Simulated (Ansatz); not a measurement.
**A vibration from a frozen displacement in CoW₃**

Method: DFT PBEsol, scalar-relativistic, plane waves, PAW (Ansatz). Cutoff 420 eV, Γ-centred 12×12×12 k-points, Gaussian smearing of 0.15 eV. Spin–orbit coupling is left out, which matters for the heavy elements here. No spin polarisation. A magnetic state may lie lower. Energies are free energies at this smearing, counted from the undisturbed cell; pressure is positive in compression.

The undisturbed cell (relaxed at this level; it needn't be the usual structure):

```
Co W
1.0
     3.85824    0.00000    0.00000
     0.00000    3.85824    0.00000
     0.00000    0.00000    3.85824
Co W
1 3
Direct
  0.00000 0.00000 0.00000
  0.00000 0.50000 0.50000
  0.50000 0.00000 0.50000
  0.50000 0.50000 0.00000
```

Atom 1 (Co) is moved by x along the Cartesian unit vector (-1.000, 0.000, 0.000); the cell and all other atoms stay fixed. The cell's volume is 57.43 Å³; the moved atoms weigh 58.933 u together and the others 551.520 u. Some rows repeat others by symmetry and weren't run.

| x (Å) | ΔE (meV/cell) | total force on the moved atoms along the move (eV/Å) | pressure (GPa) |
| --- | --- | --- | --- |
| -0.1000 | 38.38 | 0.7618 | 0.5075 |
| -0.0875 | 29.43 | 0.6689 | 0.3965 |
| -0.0750 | 21.66 | 0.5751 | 0.3003 |
| -0.0625 | 15.06 | 0.4805 | 0.2188 |
| -0.0500 | 9.65 | 0.3852 | 0.1521 |
| -0.0375 | 5.43 | 0.2894 | 0.1002 |
| -0.0250 | 2.42 | 0.1931 | 0.0631 |
| -0.0125 | 0.60 | 0.0966 | 0.0408 |
| 0.0000 | 0.00 | 0.0000 | 0.0334 |
| 0.0125 | 0.60 | -0.0966 | 0.0408 |
| 0.0250 | 2.42 | -0.1931 | 0.0631 |
| 0.0375 | 5.43 | -0.2894 | 0.1002 |
| 0.0500 | 9.65 | -0.3852 | 0.1521 |
| 0.0625 | 15.06 | -0.4805 | 0.2188 |
| 0.0750 | 21.66 | -0.5751 | 0.3003 |
| 0.0875 | 29.43 | -0.6689 | 0.3965 |
| 0.1000 | 38.38 | -0.7618 | 0.5075 |

Q: What frequency belongs to this motion?

A: The force constant is k = −dF/dx = 7.728 eV/Å², from the parabola through x = -0.0125, 0 and 0.0125. In every cell the moved atoms swing against the rest, so the mass is μ = m₁m₂/(m₁ + m₂) = 53.244 u, and ν̃ = 521.5 cm⁻¹ × √(|k|/μ) = 199 cm⁻¹. The pattern needn't be a normal mode: ν̃² is then a weighted mean of the squared nonzero frequencies at the zone centre of this cell, so it lies between the lowest and the highest of them.

Q: How far does the harmonic law reach?

A: At x = -0.100 Å, kx²/2 = 38.64 meV against the computed 38.38 meV (-0.7 %): the well is still close to harmonic there.

Q: The pressure changes with x². What does that say about the frequency under compression?

A: With E = k(V)x²/2, k ∝ V^(−2γ) and x scaling with the cell as V^(1/3), P − P0 = −∂E/∂V = (2γ − 2/3) ΔE/V. At x = 0.0250 Å, V(P − P0) = 57.43 × 0.02970 / 160.2 eV = 10.65 meV and ΔE = 2.42 meV, so γ = 1/3 + V(P − P0)/(2ΔE) = 2.54. This is the Grüneisen parameter of the motion under uniform scaling of the cell: shrinking the cell evenly by 1 % in volume raises the frequency by about 2.54 %.

In a metal these slopes depend on the k mesh and the smearing.

Cost: 9 runs of about 2.3 core-minutes in all, on Intel Xeon 6975P-C (Granite Rapids) (shared hosts).